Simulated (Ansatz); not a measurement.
This run works on a generated trial structure, not on a known crystal.

Input and command of a plane-wave DFT calculation in Ansatz:

```yaml
crystal:
  lattice:
    - [2.5996749165, -4.5618594145, 0.0]
    - [2.5996749165, 4.5618594145, 0.0]
    - [-0.7300813245, 0.0, 5.2504041445]
  atoms:
    - { symbol: Al, position: [0.4006006694, 0.4006006694, 0.7282424245] }
    - { symbol: Al, position: [0.5993993306, 0.5993993306, 0.2717575755] }
    - { symbol: Al, position: [0.6127916384, 0.0126337653, 0.7510884268] }
    - { symbol: Al, position: [0.3872083616, 0.9873662347, 0.2489115732] }
    - { symbol: Al, position: [0.0126337653, 0.6127916384, 0.7510884268] }
    - { symbol: Al, position: [0.9873662347, 0.3872083616, 0.2489115732] }
    - { symbol: B, position: [0.9726074766, 0.9726074766, 0.6500819263] }
    - { symbol: B, position: [0.0273925234, 0.0273925234, 0.3499180737] }
    - { symbol: "N", position: [0.6666600021, 0.3333399979, 0.5] }
    - { symbol: "N", position: [0.65791811, 0.34208189, 0.0] }
    - { symbol: "N", position: [0.34208189, 0.65791811, 0.0] }
    - { symbol: "N", position: [0.3333399979, 0.6666600021, 0.5] }
basis:
  ecutwfc: 420
kpoints:
  mp_grid: { grid: [8, 8, 8] }
hamiltonian:
  xc: pbe
scf:
  occupations: { method: gaussian, width: 0.1 }
output:
  forces: true
  stress: true
  eigenvalues: true
relax:
  adjacent_minimum: "off"
  f_tol: 0.01
  max_steps: 80
  cell: { stress_tol: 0.05 }
```

```bash
ansatz run input.yaml --threads 1 --pin off --max-ram 2560MiB --backend cpu --events-out ev --progress --plain --runs-dir out
```

Processor: Intel(R) Xeon(R) Processor @ 2.70GHz, 1 thread, on a host shared with other jobs.

Estimate time, memory and problem size.

About 7.8 min, peak memory 0.76 GiB. It solves 34 bands at 150 k points (after reduction by symmetry) with about 2429 plane waves (on the last cell), in 73 SCF iterations over 13 ionic steps.
